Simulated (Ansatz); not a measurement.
AlPt3C (anti-perovskite), relaxed and computed with several functionals in Ansatz (plane waves, PAW).

```csv
functional,a (Å),ΔH_f (eV/atom),B₀ by P(V) fit (GPa)
PBEsol,4.133,0.19,229
r²SCAN,4.152,0.21,221
PBE,(withheld),(withheld),(withheld)
```

### Question
What belongs in the gaps?

### Answer

- PBE, a (Å): 4.177
- PBE, ΔH_f (eV/atom): 0.20
- PBE, B₀ by P(V) fit (GPa): 206

Typed or built starts, not in the databases checked: AlPt3C, anti-perovskite. Unstable at this level: AlPt3C, anti-perovskite with PBEsol; AlPt3C, anti-perovskite with r²SCAN. All cells were relaxed under the symmetry of their starts (and spin orders); stability against distortions was not tested throughout. Rows with no word on spin ran without spin polarisation. Scalar-relativistic: spin–orbit coupling is off unless named, which matters more the heavier the elements.

Potentials: the later of the program's two PAW sets.

Ansatz (a program for electronic structure) is a plane-wave DFT program.

Formation energies count from the lowest solids of the elements computed at the same level, not from gases.
